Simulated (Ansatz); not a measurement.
Starting structure of a cell relaxation (symmetry kept):

```
CELL_PARAMETERS angstrom
5.23827 0.00000 0.00000
0.00000 7.44058 0.00000
0.00000 0.00000 8.12286
ATOMIC_POSITIONS crystal
Si 0.25000 0.21135 0.10526
Si 0.75000 0.78865 0.89474
Si 0.75000 0.21135 0.89474
Si 0.25000 0.78865 0.10526
Si 0.25000 0.50000 0.38688
Si 0.75000 0.50000 0.61312
O 0.00000 0.26266 0.00000
O 0.50000 0.73734 0.00000
O 0.00000 0.73734 0.00000
O 0.50000 0.26266 0.00000
O 0.25000 0.00000 0.14828
O 0.75000 0.00000 0.85172
O 0.25000 0.32188 0.27441
O 0.75000 0.67812 0.72559
O 0.75000 0.32188 0.72559
O 0.25000 0.67812 0.27441
O 0.50000 0.50000 0.50000
O 0.00000 0.50000 0.50000
```

These are results of DFT r2SCAN, scalar-relativistic, plane waves, PAW in Ansatz, not measurements.

Cutoff 500 eV; k points 4×4×4 on the computed 18-atom cell (Γ-centred); Gaussian smearing, width 0.02 eV; no spin polarisation.

Q: What does it relax to?

A: The volume decreases by 0.01 Å³/atom to 17.58 Å³/atom, and the energy changes by under 0.1 meV/atom. Final structure:
```yaml
crystal:
  lattice:
    - [5.23870, 0.00000, 0.00000]
    - [0.00000, 7.43307, 0.00000]
    - [0.00000, 0.00000, 8.12734]
  atoms:
    - { symbol: Si, position: [0.25000, 0.21168, 0.10496] }
    - { symbol: Si, position: [0.75000, 0.78832, 0.89504] }
    - { symbol: Si, position: [0.75000, 0.21168, 0.89504] }
    - { symbol: Si, position: [0.25000, 0.78832, 0.10496] }
    - { symbol: Si, position: [0.25000, 0.50000, 0.38678] }
    - { symbol: Si, position: [0.75000, 0.50000, 0.61322] }
    - { symbol: O, position: [0.00000, 0.26373, 0.00000] }
    - { symbol: O, position: [0.50000, 0.73627, 0.00000] }
    - { symbol: O, position: [0.00000, 0.73627, 0.00000] }
    - { symbol: O, position: [0.50000, 0.26373, 0.00000] }
    - { symbol: O, position: [0.25000, 0.00000, 0.14737] }
    - { symbol: O, position: [0.75000, 0.00000, 0.85263] }
    - { symbol: O, position: [0.25000, 0.32143, 0.27463] }
    - { symbol: O, position: [0.75000, 0.67857, 0.72537] }
    - { symbol: O, position: [0.75000, 0.32143, 0.72537] }
    - { symbol: O, position: [0.25000, 0.67857, 0.27463] }
    - { symbol: O, position: [0.50000, 0.50000, 0.50000] }
    - { symbol: O, position: [0.00000, 0.50000, 0.50000] }
```

This form isn't the usual stable structure of the compound.

Cost: 1 run of about 11 core-minutes, on Intel Xeon Platinum 8175M (Skylake/Cascade Lake) (shared hosts).